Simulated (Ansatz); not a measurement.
The elements of this relaxed trial crystal are hidden behind letters.

```
lattice vectors (Å)
   4.0449    2.3353    3.0376
  -4.0449    2.3353    3.0376
   0.0000   -4.6707    3.0376
fractional positions
X 0.5000 0.5000 0.5000
Z 0.0000 0.0000 0.5000
Z 0.5000 0.0000 0.0000
Z 0.0000 0.5000 0.0000
Q 0.1261 0.1261 0.1261
Q 0.8739 0.8739 0.8739
```

All numbers below come from Ansatz, DFT PBE, scalar-relativistic, plane waves, PAW. Cutoff 420 eV, Γ-centred 6×6×6 mesh (6-atom cell), Gaussian smearing of 0.02 eV, no spin polarisation.

* Space group: R-3m (No. 166)
* Conventional cell: a = 8.090 Å, c = 9.113 Å
* Volume per atom: 28.69 Å³
* Density: 2.08 g/cm³
* Energy over the elements: −0.375 eV/atom
* Gap on the 6×6×6 mesh of the 6-atom cell: 0.83 eV

Energies are uncorrected and count from the elements' standard states at the same level.

Problem. X is an s-block element of period 6, Z is an s-block element of period 2 and Q is a p-block element of period 3. Which elements are they?

Solution. X = Cs, Z = Li, Q = P, so the formula is CsLi3P2. Density times volume gives a mean mass of 2.08 × 28.69/1.6605 = 35.9 u per atom, and this set has 35.9 u. Around Cs lie 2 P at 3.41 Å and 12 Li at 3.83–4.04 Å; Li is surrounded by 2 P at 2.36 Å, 2 P at 3.55 Å, 4 Cs at 3.83–4.04 Å and 8 Li at 3.83–4.04 Å; P has 1 P at 2.30 Å, 3 Li at 2.36 Å and 1 Cs at 3.41 Å. Other sets within the hints have nearly the same mass, so mass alone doesn't settle it; this one was computed.

Kohn–Sham gaps at this level usually fall short of measured ones. A structure relaxed within its symmetry needn't be a true minimum.
